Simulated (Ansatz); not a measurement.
Input and command of a calculation in Ansatz (plane waves; scalar-relativistic PAW potentials unless the input names others):

```yaml
crystal:
  lattice:
    - [-1.6443387862, 1.6443387862, 5.6584263067]
    - [1.6443387862, -1.6443387862, 5.6584263067]
    - [1.6443387862, 1.6443387862, -5.6584263067]
  atomss:
    - { symbol: Zr, position: [0.656075377, 0.656075377, 0.0] }
    - { symbol: Zr, position: [0.343924623, 0.343924623, 0.0] }
    - { symbol: Zn, position: [0.0, 0.0, 0.0] }
basis:
  ecutwfc: 500
kpoints:
  mp_grid: { grid: [20, 20, 20] }
hamiltonian:
  xc: r2scan
scf:
  occupations: { method: gaussian, width: 0.1 }
  max_iter: 100
output:
  forces: true
  eigenvalues: true
  stress: true
```

```bash
ansatz run input.yaml --threads 1 --pin off --max-ram 2560MiB --backend cpu --events-out ev --progress --plain --runs-dir out
```

**Question.** What is wrong with this input?

**Answer.** The program refuses it, because of a misspelt key (the key crystal.atoms typed as atomss). With the key spelt rightly it is accepted.

Abridged log:
```
Error: YAML parse error: error: line 6 column 3: unknown field `atomss`, expected one of checkpoint, saddle_side, structure_sha256, lattice, periodic, space_group, setting, atoms, reduce_to_primitive, conventional_axes, supercell, defects, symmetry, host
 --> <input>:6:3
  |
4 |     - [1.6443387862, -1.6443387862, 5.6584263067]
5 |     - [1.6443387862, 1.6443387862, -5.6584263067]
6 |   atomss:
  |   ^ unknown field `atomss`, expected one of checkpoint, saddle_side, structure_sha256, lattice, periodic, space_group, setting, atoms, reduce_to_primitive, conventional_axes, supercell, defects, symmetry, host
7 |     - { symbol: Zr, position: [0.656075377, 0.656075377, 0.0] }
8 |     - { symbol: Zr, position: [0.343924623, 0.343924623, 0.0] }
  |
```